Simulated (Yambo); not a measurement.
G0W0@LDA for Li$_{3}$Zn$_{2}$SbO$_{6}$ (space group C2/m, No. 12) in Yambo. Reference settings: 2×2×2 Γ-centred k mesh, bands 12 to 202 and a 7 Ry block in the screening, 202 bands in G with the Bruneval-Gonze terminator, plasmon pole fitted at 27.2 eV. The LDA gap (-0.5, -0.5, 0) → Γ on this mesh is 2.42 eV; G0W0 gaps are taken between the same points.

Gap ((-0.5, -0.5, 0) → Γ) in eV against the number of bands and the screening block, terminator on:

| bands (W and G) | 2 Ry | 3 Ry | 4 Ry | 6 Ry | 7 Ry |
|---|---|---|---|---|---|
| 72 | 5.262 | 5.032 | 4.995 | 4.979 | 5.014 |
| 95 | 4.965 | 4.702 | 4.656 | 4.626 | 4.656 |
| 126 | 4.827 | 4.535 | 4.486 | 4.463 | 4.500 |
| 164 | 4.762 | 4.450 | 4.396 | 4.374 | 4.414 |
| 202 | 4.729 | 4.406 | 4.348 | 4.329 | 4.372 |

Rough cost of the Yambo step against the reference (shared machines):

```json
[
 {"bands (W and G)": "72", "2 Ry": "1/5", "3 Ry": "1/5", "4 Ry": "1/5", "6 Ry": "1/4", "7 Ry": "1/4"},
 {"bands (W and G)": "95", "2 Ry": "1/3", "3 Ry": "1/3", "4 Ry": "1/3", "6 Ry": "1/3", "7 Ry": "1/2"},
 {"bands (W and G)": "126", "2 Ry": "1/3", "3 Ry": "1/2", "4 Ry": "1/2", "6 Ry": "1/2", "7 Ry": "~1"},
 {"bands (W and G)": "164", "2 Ry": "~1", "3 Ry": "~1", "4 Ry": "~1", "6 Ry": "~1", "7 Ry": "~1"},
 {"bands (W and G)": "202", "2 Ry": "~1", "3 Ry": "~1", "4 Ry": "~1", "6 Ry": "~1", "7 Ry": "1"}
]
```

At the largest block the last step in bands moves the gap by -0.042 eV; at the most bands the last step in the block moves it by 0.043 eV.

Spin-orbit coupling is left out, which matters for elements this heavy: edges can move by tenths of an eV.

The standard potential for Sb keeps a d shell in the valence without the s and p states of that shell. In tests on such compounds this moved G0W0 gaps by up to about 0.9 eV, so absolute quasiparticle energies here are unreliable; differences between settings are what counts.

Geometry of the Materials Project entry, not relaxed at this level; primitive cell a = b = 5.3010 Å, c = 5.2708 Å, α = β = 100.02°, γ = 119.77°.

The structure is a Materials Project entry; no match was found in the copy of COD used, and its stability was not checked.
